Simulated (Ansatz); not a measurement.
GaO:
```xyz
8
Lattice="3.0755 0.0000 0.0000 -1.5378 2.6635 0.0000 0.0000 0.0000 12.4029" Properties=species:S:1:pos:R:3 pbc="T T T"
Ga     0.0000     1.7757     1.8648
Ga     1.5378     0.8878     8.0662
Ga     1.5378     0.8878    10.5382
Ga     0.0000     1.7757     4.3367
O      0.0000     1.7757     7.3745
O      1.5378     0.8878     1.1730
O      1.5378     0.8878     5.0285
O      0.0000     1.7757    11.2299
```

Relaxed with r²SCAN+D4. Independent-particle spectrum: no excitons, no local fields, no scissors shift; 0.1 eV broadening; ε₁ of the summed bands alone.

**Question.** Tabulate the dielectric function from DFT-r²SCAN+D4 in the program Ansatz with PAW potentials.

**Answer.** 

| E (eV) | ε₁ xx | ε₂ xx | ε₁ zz | ε₂ zz |
|---|---|---|---|---|
| 0.0 | 5.05 | 0.00 | 5.21 | 0.00 |
| 0.5 | 5.09 | 0.00 | 5.28 | 0.00 |
| 1.0 | 5.19 | 0.00 | 5.55 | 0.00 |
| 1.5 | 5.38 | 0.00 | 6.68 | 0.28 |
| 2.0 | 5.71 | 0.02 | 5.93 | 1.91 |
| 2.5 | 6.25 | 0.06 | 5.33 | 2.07 |
| 3.0 | 7.37 | 0.12 | 5.08 | 2.12 |
| 3.5 | 11.35 | 1.46 | 5.01 | 2.21 |
| 4.0 | 7.26 | 9.44 | 5.09 | 2.43 |
| 4.5 | 0.71 | 5.04 | 5.27 | 2.97 |
| 5.0 | 1.92 | 2.93 | 4.75 | 4.25 |
| 5.5 | 2.90 | 2.08 | 5.71 | 3.82 |
| 6.0 | 3.95 | 1.76 | 3.72 | 6.04 |
| 6.5 | 5.10 | 3.82 | 1.26 | 6.03 |
| 7.0 | 3.45 | 4.54 | 0.49 | 3.96 |
| 7.5 | 2.47 | 4.30 | 0.26 | 3.69 |
| 8.0 | 2.06 | 4.34 | 1.67 | 2.92 |
| 8.5 | 2.21 | 3.83 | 0.77 | 2.35 |
| 9.0 | 1.71 | 4.62 | 0.41 | 2.99 |
| 9.5 | 0.59 | 4.71 | 0.51 | 1.80 |
| 10.0 | -0.09 | 2.95 | 1.51 | 1.77 |
| 10.5 | 1.01 | 2.40 | 1.30 | 2.46 |
| 11.0 | 1.14 | 3.23 | 1.60 | 2.91 |
| 11.5 | 0.57 | 2.90 | 0.79 | 2.29 |
| 12.0 | 0.86 | 2.63 | -0.01 | 2.85 |

With all bands, ε∞ without local fields is 5.23 (xx = yy), 5.39 (zz).

Space group P6_3/mmc. The start of the workflow was typed in or built on a structure type; neither database checked (COD, Materials Project) lists it. Its standing as an ambient phase is unchecked. The r²SCAN+D4 relaxation kept the symmetry of its start; its stability against distortions is not shown here. Scalar-relativistic: spin–orbit coupling is off unless named, which matters more the heavier the elements.

Potentials: the earlier of the program's two PAW sets.
